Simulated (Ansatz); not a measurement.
Squeezing CsZn (CsCl type)

```
CELL_PARAMETERS angstrom
4.58604 0.00000 0.00000
0.00000 4.58604 0.00000
0.00000 0.00000 4.58604
ATOMIC_POSITIONS crystal
Cs 0.00000 0.00000 0.00000
Zn 0.50000 0.50000 0.50000
```

The cell comes from a relaxation on PAW files under the same functional, begun from a prototype that needn't be the stable phase.

Its volume is scaled at fixed shape and fractional positions.

All numbers are PBE results (scalar-relativistic) from Ansatz 0.2.0, with a Γ-centred 8×8×8 k mesh, Fermi–Dirac smearing of 0.05 eV, no spin polarisation. Methods: LAPW: all electrons, basis error target 0.5 meV/atom; PAW: frozen-core files, cutoff 420 eV.

Energies are extrapolated to zero smearing and count from the unscaled cell; pressure is positive in compression; gaps take the mesh and a band path. No temperature or zero-point motion is included.

Spin–orbit coupling is left out, which matters for the heavy atoms.

```tsv
V/V0	V (Å³/atom)	P LAPW (GPa)	ΔE LAPW (eV/atom)	P PAW − LAPW (GPa)	ΔE PAW − LAPW (meV/atom)
1.00	48.23	-0.04	0.000	0.00	0.0
0.70	33.76	?	?	0.00	0.0
0.50	24.11	16.85	0.688	-0.01	-0.2
```

What belongs in the row "0.70", column "P LAPW (GPa)"?

4.26.

Fill in "ΔE LAPW (eV/atom)" for the row "0.70".

0.141.

From the table, what is the rise of the enthalpy H = E + pV up to the last row, and how stiff is the crystal between the last two rows?

ΔH = 0.688 eV + (16.85 GPa × 24.11 Å³ + 0.04 GPa × 48.23 Å³) × 0.006242 eV/(GPa·Å³) = 3.24 eV/atom, of which pV makes 79 %. The mean bulk modulus there is −ΔP/Δln V = 37.4 GPa.
